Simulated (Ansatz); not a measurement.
PtW:
```xyz
2
Lattice="0.0000 2.6301 2.6301 2.6301 0.0000 2.6301 2.6301 2.6301 0.0000" Properties=species:S:1:pos:R:3 pbc="T T T"
Pt     0.0000     0.0000     0.0000
W      2.6301     2.6301     2.6301
```

Relaxed with PBE. Special points in fractions of this cell's reciprocal vectors: Γ (0.000, 0.000, 0.000); X (0.500, 0.000, 0.500); U (0.625, 0.250, 0.625); K (0.375, 0.375, 0.750); L (0.500, 0.500, 0.500); W (0.500, 0.250, 0.750).

Problem. List the band energies nearest the Fermi level at these points for the program Ansatz at the PBE with spin–orbit coupling level (PAW).

Solution. In eV from the Fermi level; about four levels below and three above (degenerate sets whole), none deeper than 8.9 eV; points with the same levels are listed once.

```csv
k,below,above
Γ,-5.48 -5.48 -5.48 -5.48 -5.05 -5.05,1.49 1.49 1.49 1.49
X,-2.63 -2.63 -1.44 -1.44,0.72 0.72 1.04 1.04
U,-0.84 -0.84 -0.14 -0.14,0.42 0.42 0.82 0.82
L,-1.90 -1.90 -1.71 -1.71,0.13 0.13 0.50 0.50
W,-2.87 -2.87 -1.67 -1.67,0.06 0.06 0.11 0.11
```

Space group Fm-3m (rock salt). The start of the workflow was typed in or built on a structure type; neither database checked (COD, Materials Project) lists it. Whether it is the stable phase at ambient conditions was not checked. Symmetry was held in the PBE relaxation; whether a distortion lowers the energy is not shown. The run is not spin-polarised. The volume moved by 18 % from the start of the relaxation. Its formation energy is positive at this level, so the cell may be metastable or incomplete.

Potentials: the later of the program's two PAW sets.
